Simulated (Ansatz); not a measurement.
# MgVCrP₂O₈F₂, one structure, two calculations

Cell: a computed structure from the Materials Project (it need not be an observed phase), its atoms then relaxed with PBE in this cell.

Space group P-1 (No. 2); a = 5.1477, b = 5.4639, c = 7.3937 Å, α = 110.88°, β = 108.11°, γ = 91.84°.

```
site  Wyckoff  site symmetry       x       y       z
  Mg       1f             -1  0.5000  0.0000  0.5000
   V       1a             -1  0.0000  0.0000  0.0000
  Cr       1h             -1  0.5000  0.5000  0.5000
   P       2i              1  0.8899  0.6078  0.2480
  O6       2i              1  0.8533  0.7802  0.1204
  O7       2i              1  0.1945  0.6911  0.4110
  O8       2i              1  0.6830  0.6785  0.3697
  O9       2i              1  0.1670  0.6925  0.8756
   F       2i              1  0.6474  0.8541  0.7329
```

One atom of each set is listed.

First run. The numbers come from a DFT calculation in Ansatz (PBE, plane waves and PAW, scalar-relativistic, collinear spin, 420 eV cutoff, Γ-centred 5×5×4 k-points, Fermi–Dirac smearing 0.02 eV). Start moments as typed (μB): 2 on each V, 3 on each Cr, none on the rest.

| site | V_zz (10²¹ V/m²) | η | m (μB) |
| --- | --- | --- | --- |
| Mg | 1.64 | 0.78 | 0.00 |
| V | 2.60 | 0.85 | 1.48 |
| Cr | 4.60 | 0.09 | 2.47 |
| P | -2.26 | 0.68 | 0.01 |
| O6 | 10.48 | 0.08 | -0.01 |
| O7 | 10.21 | 0.52 | 0.01 |
| O8 | 10.47 | 0.55 | 0.00 |
| O9 | 10.24 | 0.11 | 0.00 |
| F | 9.26 | 0.92 | 0.01 |

Second run. The same atoms and settings, except that the functional is r2SCAN and the cutoff is 500 eV.

Task: What does the second run give?

Result: 

```tsv
site	V_zz	η	change of V_zz	m (μB)
Mg	1.64	0.75	0.00	0.00
V	-3.38	1.00	–	1.55
Cr	5.11	0.15	+0.51	2.48
P	-2.54	0.67	-0.28	0.00
O6	10.66	0.07	+0.18	-0.01
O7	10.34	0.51	+0.13	0.01
O8	10.54	0.54	+0.07	0.00
O9	10.42	0.11	+0.18	0.00
F	9.01	0.93	-0.25	0.01
```

The largest change of V_zz along a kept axis is on Cr, from 4.60 to 5.11. The whole tensor moves most on V, by 1.10 along its most changed direction. In per cent, |V_zz| changes by 0 on Mg, +11 on Cr, +12 on P, +1 to +2 on O, -3 on F (all sites that start above 0.5, bar those whose gradient vanishes or changes sign or whose main axis turns by over 40°). On V the largest principal value lies along another axis in the second run, so the two V_zz can't be compared directly.

All moments are parallel here, as the start or the cell imposes; many such compounds order antiparallel, where fields and spin densities carried over to other atoms largely cancel. The magnetic order is the one that the run reached from its start moments, not necessarily the measured one.
For the first run: With a gap of 0.2 eV on this mesh, the gradients can still move by some per cent as the k-mesh gets denser.
For the second run: At this cell the r2SCAN pressure is -7 GPa, so with r2SCAN the cell would shrink if it were relaxed. The entry's cell may itself be off. The largest force is 0.7 eV/Å, so the atoms aren't at the calculated equilibrium and relaxing them would move these values. The program didn't check the stability of this electronic state in full, so a lower one may lie near.
